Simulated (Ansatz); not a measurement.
Geometry optimisation in Ansatz: input, command and trajectory.

```yaml
crystal:
  lattice:
    - [1.8854318672, 1.0885545961, 5.6944865566]
    - [-1.8854318672, 1.0885545961, 5.6944865566]
    - [0.0, -2.1771091921, 5.6944865566]
  atoms:
    - { symbol: "Y", position: [0.75, 0.75, 0.75] }
    - { symbol: "Y", position: [0.25, 0.25, 0.25] }
    - { symbol: Re, position: [0.0, 0.0, 0.0] }
basis:
  ecutwfc: 420
kpoints:
  mp_grid: { grid: [6, 6, 6] }
hamiltonian:
  xc: pbe
scf:
  occupations: { method: gaussian, width: 0.1 }
  lower_state_search: "off"
output:
  forces: true
  stress: true
  eigenvalues: true
relax:
  adjacent_minimum: "off"
  f_tol: 0.04
  max_steps: 70
  cell: { stress_tol: 0.4 }
```

```bash
ansatz run input.yaml --threads 1 --pin off --max-ram 2560MiB --backend cpu --events-out ev --progress --plain --runs-dir out
```

All numbers below come from DFT PBE, scalar-relativistic, plane waves, PAW in Ansatz.

Of 5 frames 5 are shown, positions in Å and forces in eV/Å; the SCF threshold varies from step to step. Steps run on the plane waves of an earlier cell, with a Pulay correction in the pressure. The basis is chosen afresh for the last frame, the zero of the energies, and at times for earlier ones too; energy and pressure step there, also at an unchanged geometry.

```xyz
3
Lattice="1.8854 1.0886 5.6945 -1.8854 1.0886 5.6945 0.0000 -2.1771 5.6945" Properties=species:S:1:pos:R:3:forces:R:3 pbc="T T T" step=1 free_energy_over_end_meV_per_atom=317.59 pressure_GPa=21.64
Y     0.0000    0.0000   12.8126    0.0000    0.0000    2.3711
Y     0.0000    0.0000    4.2709    0.0000    0.0000   -2.3711
Re    0.0000    0.0000    0.0000    0.0000    0.0000    0.0000
3
Lattice="1.9786 1.1424 5.9189 -1.9786 1.1424 5.9189 0.0000 -2.2847 5.9189" Properties=species:S:1:pos:R:3:forces:R:3 pbc="T T T" step=2 free_energy_over_end_meV_per_atom=26.66 pressure_GPa=0.62
Y     0.0000    0.0000   13.4883    0.0000    0.0000   -0.5485
Y     0.0000    0.0000    4.2685    0.0000    0.0000    0.5485
Re    0.0000    0.0000    0.0000    0.0000    0.0000    0.0000
3
Lattice="2.0192 1.1658 6.1857 -2.0192 1.1658 6.1857 0.0000 -2.3316 6.1857" Properties=species:S:1:pos:R:3:forces:R:3 pbc="T T T" step=3 free_energy_over_end_meV_per_atom=3.75 pressure_GPa=-0.56
Y     0.0000    0.0000   13.9229    0.0000    0.0000    0.0833
Y     0.0000    0.0000    4.6342    0.0000    0.0000   -0.0833
Re    0.0000    0.0000    0.0000    0.0000    0.0000    0.0000
3
Lattice="2.0072 1.1588 6.1396 -2.0072 1.1588 6.1396 0.0000 -2.3177 6.1396" Properties=species:S:1:pos:R:3:forces:R:3 pbc="T T T" step=4 free_energy_over_end_meV_per_atom=1.09 pressure_GPa=-0.20
Y     0.0000    0.0000   13.8527    0.0000    0.0000    0.0268
Y     0.0000    0.0000    4.5661    0.0000    0.0000   -0.0268
Re    0.0000    0.0000    0.0000    0.0000    0.0000    0.0000
3
Lattice="2.0072 1.1588 6.1396 -2.0072 1.1588 6.1396 0.0000 -2.3177 6.1396" Properties=species:S:1:pos:R:3:forces:R:3 pbc="T T T" step=5 free_energy_over_end_meV_per_atom=0.00 pressure_GPa=-0.16
Y     0.0000    0.0000   13.8527    0.0000    0.0000    0.0267
Y     0.0000    0.0000    4.5661    0.0000    0.0000   -0.0267
Re    0.0000    0.0000    0.0000    0.0000    0.0000    0.0000
```

The start puts this composition into another compound's structure type, which needn't suit it. At the end the space group is R-3m (tolerance 0.05 Å).

The run took 23 s on 1 thread of AMD EPYC 7R43 64-Core Processor (Zen 3), on a shared host, peak memory 0.43 GiB.

The k mesh is coarse. Spin–orbit coupling is left out, which can shift energies with elements as heavy as these.